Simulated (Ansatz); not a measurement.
**Kick test of a cell of Ga₂BAs₃**

The structure comes from a proposed guess, relaxed at this level; another structure or a mixture of phases may lie lower.

These are results of Ansatz 0.2.0, DFT PBE, scalar-relativistic, plane waves, PAW, not measurements. Plane waves to 420 eV, a k mesh through Γ of 6×6×6 on the computed 12-atom cell and Gaussian smearing (0.02 eV); no spin polarisation.

The cell below (12 atoms, space group Cmc2_1 (No. 36)) is relaxed within its symmetry.

```xyz
12
Lattice="5.7430 -3.3128 0.0000 5.7430 3.3128 0.0000 0.0000 0.0000 6.2681" Properties=species:S:1:pos:R:3 pbc="T T T"
Ga    7.5893    1.1001    6.2464
Ga    3.8967   -1.1001    3.1124
Ga    3.8967    1.1001    6.2464
Ga    7.5893   -1.1001    3.1124
B     5.7430    2.3308    3.1469
B     5.7430   -2.3308    0.0129
As    4.0447    1.2818    3.7866
As    7.4413    1.2818    3.7866
As    5.7430   -2.4226    4.1202
As    4.0447   -1.2818    0.6525
As    7.4413   -1.2818    0.6525
As    5.7430    2.4226    0.9862
```

For the test it was strained at random (σ = 1.5 % a component), the atoms were moved at random (σ = 0.05 Å), and all was relaxed again on a coarse 2×2×2 mesh (in the run’s order of axes) with 0.10 eV smearing, with no symmetry imposed.

Problem. Does it come back?

Solution. It returns, within 1 meV/atom of the unmoved cell on that mesh and with the same symmetry when read at 0.1 Å. So it is stable against the distortions that fit this cell and that this random move excites. Modes that don't fit the cell aren't tested.
